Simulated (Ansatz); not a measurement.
ScAg (CsCl type, Pm-3m) at seven volumes, the program Ansatz at the PBEsol level (PAW), scaled uniformly. One row is withheld.

| V (Å³/atom) | P (GPa) |
|---|---|
| 17.602 | 10.78 |
| 18.182 | 6.58 |
| 18.763 | 3.02 |
| 19.343 | 0.00 |
| 19.923 | -2.56 |
| 20.503 | -4.72 |
| 21.084 | ? |

### Question
Fit the shown pressures and predict the withheld one.

### Answer
P = (3/2)B₀(x^(7/2) − x^(5/2))[1 + (3/4)(B′ − 4)(x − 1)] with x = (V₀/V)^(2/3). Least squares on the six rows gives V₀ = 19.343 Å³/atom, B₀ = 92.4 GPa, B′ = 4.48. At V = 21.084, x = 0.9442 and P = -6.57 GPa. The run itself gave -6.55 GPa.

The workflow started from an entry of the Crystallography Open Database (COD). Whether it is the stable phase at ambient conditions was not checked. The PBEsol relaxation kept the symmetry of its start; its stability against distortions is not shown here. No spin polarisation was allowed.

Potentials: the later of the program's two PAW sets.
